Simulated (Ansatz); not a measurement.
The relaxed structure here is a generated cell of Ti: the first start was made by placing the elements on the sites of a structure type, and the end was not matched to a known phase here, so it may be hypothetical. Known forms of Ti include space group No. 194.

A relaxed cell of Ti (Pm-3n (No. 223)), relaxed on a k-mesh at least as fine as the one used below. The numbers are results of PBE (plane waves to 420 eV, PAW, scalar-relativistic; Ansatz, a quantum-chemistry and plane-wave program), not measurements. Γ-centred k-mesh 6×6×6 on the run's cell (coarser than for final values), Fermi–Dirac smearing 0.05 eV.

```xyz
16
Lattice="10.3723 0.0000 0.0000 5.1861 5.1861 0.0000 0.0000 0.0000 5.1861" Properties=species:S:1:pos:R:3 pbc="T T T"
Ti     1.2965     0.0000     2.5931
Ti     6.4827     0.0000     2.5931
Ti     3.8896     0.0000     2.5931
Ti     9.0758     0.0000     2.5931
Ti    10.3723     2.5931     1.2965
Ti     5.1861     2.5931     1.2965
Ti    10.3723     2.5931     3.8896
Ti     5.1861     2.5931     3.8896
Ti     2.5931     1.2965     0.0000
Ti     7.7792     1.2965     0.0000
Ti    12.9654     3.8896     0.0000
Ti     7.7792     3.8896     0.0000
Ti     0.0000     0.0000     0.0000
Ti     5.1861     0.0000     0.0000
Ti    12.9654     2.5931     2.5931
Ti     7.7792     2.5931     2.5931
```

The atoms are displaced along an unstable phonon of this cell by (Å):

```tsv
atom	ux	uy	uz
Ti1	0.000	0.000	-0.126
Ti2	0.000	0.000	0.126
Ti3	0.000	0.000	0.126
Ti4	0.000	0.000	-0.126
Ti5	0.000	-0.091	0.000
Ti6	0.000	0.091	0.000
Ti7	0.000	0.091	0.000
Ti8	0.000	-0.091	0.000
Ti9	0.000	0.000	0.000
Ti10	0.000	0.000	0.000
Ti11	0.000	0.000	0.000
Ti12	0.000	0.000	0.000
Ti13	0.000	0.000	-0.150
Ti14	0.000	0.000	0.150
Ti15	0.000	0.000	0.000
Ti16	0.000	0.000	0.000
```

Problem. What forces (eV/Å) and pressure result?

Solution. 
```csv
atom,Fx,Fy,Fz
Ti1,0.14,0.00,-0.20
Ti2,0.14,0.00,0.20
Ti3,-0.14,0.00,0.20
Ti4,-0.14,0.00,-0.20
Ti5,0.00,-0.12,-0.01
Ti6,0.00,0.12,-0.01
Ti7,0.00,0.12,0.01
Ti8,0.00,-0.12,0.01
Ti9,0.00,0.04,0.00
Ti10,0.00,0.04,0.00
Ti11,0.00,-0.04,0.00
Ti12,0.00,-0.04,0.00
Ti13,0.00,0.00,-0.22
Ti14,0.00,0.00,0.22
Ti15,0.00,0.00,0.00
Ti16,0.00,0.00,0.00
```

Pressure +0.2 GPa.

The undisplaced cell is probably no minimum: from this displacement the run went on to Cmme (No. 67), 0.06 eV/atom below it.

No spin polarisation in the result. A magnetic state may lie lower.
